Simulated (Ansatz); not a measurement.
Kick test of a cell of AlGa5P6

It was reached by relaxing an invented guess, and it needn't be the stable form of this composition.

Theory: Ansatz, DFT PBE, scalar-relativistic, plane waves, PAW. Settings: cutoff 420 eV, Γ-centred mesh 6×6×4 on the computed 12-atom cell, Gaussian smearing of 0.02 eV; no spin polarisation.

The cell below (12 atoms, space group P31m (No. 157)) is relaxed within its symmetry.

```cif
data_structure
_symmetry_space_group_name_H-M 'P 1'
_symmetry_Int_Tables_number 1
_cell_length_a 6.7256
_cell_length_b 6.7256
_cell_length_c 6.3939
_cell_angle_alpha 90.000
_cell_angle_beta 90.000
_cell_angle_gamma 120.000
_cell_volume 250.47
loop_
_atom_site_label
_atom_site_type_symbol
_atom_site_fract_x
_atom_site_fract_y
_atom_site_fract_z
_atom_site_occupancy
Al1 Al 0.00000 0.00000 0.49922 1
Ga1 Ga 0.33333 0.66667 0.49996 1
Ga2 Ga 0.66667 0.33333 0.49996 1
Ga3 Ga 0.00000 0.66664 0.00014 1
Ga4 Ga 0.66664 0.00000 0.00014 1
Ga5 Ga 0.33336 0.33336 0.00014 1
P1 P 0.33333 0.66667 0.87426 1
P2 P 0.00000 0.00000 0.87301 1
P3 P 0.66667 0.33333 0.87426 1
P4 P 0.00000 0.66697 0.37430 1
P5 P 0.66697 0.00000 0.37430 1
P6 P 0.33303 0.33303 0.37430 1
```

For the test it was strained at random (σ = 1.5 % a component), the atoms were moved at random (σ = 0.10 Å), and all was relaxed again on a coarse 2×3×3 mesh (in the run’s order of axes) with 0.10 eV smearing, with no symmetry imposed.

**Question.** What happens?

**Answer.** It returns, within 1 meV/atom of the unmoved cell on that mesh and with the same symmetry when read at 0.1 Å. No instability shows in this cell; modes of other wave vectors, which need another repeat, aren't tested.
